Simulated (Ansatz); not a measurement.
AgBr:
```yaml
crystal:
  lattice:
    - [0.00000, 2.92044, 2.92044]
    - [2.92044, 0.00000, 2.92044]
    - [2.92044, 2.92044, 0.00000]
  atoms:
    - { symbol: Ag, position: [0.50000, 0.50000, 0.50000] }
    - { symbol: Br, position: [0.00000, 0.00000, 0.00000] }
```

Relaxed with PBE.

**Question.** Map the valence electron density (e/Å³), cut off at 2 on the plane through (0.500, 0.500, 0.500) spanned by u = [1, 0, 0] and v = [0, 1, -1] in lattice vectors, from plane-wave PAW PBE (Ansatz code).

**Answer.** x is the fraction of u, y of v (the angle between them is 90°; rows are the nearest grid lines); atoms in the plane: Ag at (0.00, 0.00), Br at (0.50, 0.50).
```
|@@@@@-.        .-@@@@@|
|@@@@@:          :@@@@@|
|@@@@*:          :*@@@@|
|@@@%-.          .-%@@@|
|@@*-.            .-*@@|
|-::.   ...::...   .::-|
|.     ..:----:..     .|
|     ..-=++++=-..     |
|     .:=++++++=:.     |
|     .-++=::=++-.     |
|     :-++:  :++-:     |
|     :-++:  :++-:     |
|     .-++=::=++-.     |
|     .:=++++++=:.     |
|     ..-=++++=-..     |
|.     ..:----:..     .|
|-::.   ...::...   .::-|
|@@*-.            .-*@@|
|@@@%-.          .-%@@@|
|@@@@*:          :*@@@@|
|@@@@@:          :@@@@@|
|@@@@@-.        .-@@@@@|
```
Scale: ten equal steps from 0.046 (start of ' ') to 2.00 (end of '@'), in the order ' .:-=+*#%@'; x runs from 0.000 to 1.00, y from 0.000 (bottom) to 1.00 (top).

The density is the valence pseudo-density with augmentation charge, so density and ELF within about 1 Å of a nucleus are not all-electron values.

Space group Fm-3m (rock salt). Symmetry was held in the PBE relaxation; phonons on a q-mesh show no instability. The run is not spin-polarised.

Potentials: the later of the program's two PAW sets.
